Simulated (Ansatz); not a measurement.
Zr3N4:
```yaml
crystal:
  lattice:
    - [-3.35130, 3.35130, 3.35130]
    - [3.35130, -3.35130, 3.35130]
    - [3.35130, 3.35130, -3.35130]
  atoms:
    - { symbol: N, position: [0.14175, 0.14175, 0.14175] }
    - { symbol: N, position: [0.85825, 0.50000, 0.00000] }
    - { symbol: N, position: [0.50000, 0.00000, 0.35825] }
    - { symbol: N, position: [0.00000, 0.85825, 0.50000] }
    - { symbol: N, position: [0.35825, 0.50000, 0.00000] }
    - { symbol: N, position: [0.64175, 0.64175, 0.64175] }
    - { symbol: N, position: [0.00000, 0.35825, 0.50000] }
    - { symbol: N, position: [0.50000, 0.00000, 0.85825] }
    - { symbol: Zr, position: [0.25000, 0.62500, 0.37500] }
    - { symbol: Zr, position: [0.37500, 0.25000, 0.62500] }
    - { symbol: Zr, position: [0.75000, 0.87500, 0.12500] }
    - { symbol: Zr, position: [0.12500, 0.75000, 0.87500] }
    - { symbol: Zr, position: [0.62500, 0.37500, 0.25000] }
    - { symbol: Zr, position: [0.87500, 0.12500, 0.75000] }
```

Relaxed with PBEsol. Special points in fractions of this cell's reciprocal vectors: Γ (0.000, 0.000, 0.000); H (0.500, -0.500, 0.500); N (0.000, 0.000, 0.500); P (0.250, 0.250, 0.250).

List the band energies nearest the valence-band maximum at these points for PBEsol with spin–orbit coupling (plane waves, PAW; program Ansatz).

In eV from the valence-band maximum; about four levels below and three above (degenerate sets whole), none deeper than 8.9 eV; points with the same levels are listed once.

| k | below | above |
|---|---|---|
| Γ | 0.00 0.00 0.00 0.00 | 0.73 0.73 0.73 0.73 |
| H | -0.42 -0.42 -0.42 -0.42 -0.42 -0.42 -0.42 -0.42 | 3.25 3.25 3.25 3.25 3.25 3.25 3.25 3.25 3.25 3.25 3.25 3.25 |
| N | -0.75 -0.75 -0.74 -0.74 | 2.09 2.09 2.10 2.10 |
| P | -1.36 -1.36 -1.36 -1.32 | 2.34 2.36 2.36 2.36 |

Space group I-43d. The cell was relaxed with PBEsol under the symmetry of its start. The run is not spin-polarised.

Potentials: the later of the program's two PAW sets.
